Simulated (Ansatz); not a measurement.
Starting cell, TiB2 (AlB2 type, space group P6/mmm):

```
CELL_PARAMETERS angstrom
      6.06397     0.00000     0.00000
     -1.51599     2.62578     0.00000
      3.03199     0.00000     3.22435
ATOMIC_POSITIONS crystal
  Ti 0.00000 0.00000 0.00000
  Ti 0.50000 0.00000 0.00000
  B  0.91667 0.66667 0.50000
  B  0.41667 0.66667 0.50000
  B  0.08333 0.33333 0.50000
  B  0.58333 0.33333 0.50000
```

The atoms are displaced by Q × the pattern below (from a DFPT mode at L = (0.5, 0.0, 0.5), largest move 1; Q in Å), at fixed cell. (q is in reciprocal vectors of the primitive cell; the cell shown is doubled to hold the pattern.)

```
atom       x       y       z
----  ------  ------  ------
Ti1   -0.150  -0.086   0.000
Ti2    0.150   0.086   0.000
B3     0.000   0.000   1.000
B4     0.000   0.000  -1.000
B5     0.000   0.000   1.000
B6     0.000   0.000  -1.000
```

Level of theory: PBE (plane waves to 420 eV, PAW, scalar-relativistic; Ansatz, an electronic-structure program). k mesh 18×18×18 (Γ-centred), Fermi-Dirac smearing 0.05 eV. E stands for the smeared free energy. Compression counts positive. With partly filled bands, energies and forces of such displacements shift with the k mesh and the smearing. TiB2 is run without spin polarisation. TiB2 was relaxed with its symmetry unable to fall. ΔE is measured from the undisplaced structure.

```tsv
Q (Å)	ΔE (meV/cell)	−dE/dQ from forces (eV/Å)	P (GPa)
-0.180	849	9.517	5.0
-0.150	588	7.888	3.5
-0.120	375	6.281	2.2
-0.090	211	4.693	1.2
-0.060	93	3.119	0.6
-0.030	23	1.557	0.1
0.000	0	0.000	0.0
0.030	23	-1.557	0.1
0.060	93	-3.119	0.6
0.090	211	-4.693	1.2
0.120	375	-6.281	2.2
0.150	588	-7.888	3.5
0.180	849	-9.517	5.0
```

What the scan shows:

| Property | Value |
|---|---|
| Energy at Q = 0.180 Å | 849 meV/cell |
| Space group of the distorted cell | Imma (No. 74), lowered from P6/mmm |
| Symmetry of the curve | even: the same for both signs |
| Shape of the curve | a single well with its minimum at or next to zero displacement |
| Harmonic wavenumber from the curvature (finite differences) | 553 cm⁻¹ |
| Wavenumber by perturbation theory (DFPT, on another k mesh) | 553 cm⁻¹ |

(For displaced atoms, the force is minus the slope of the energy, and its curvature is a force constant, which sets phonon frequencies.)
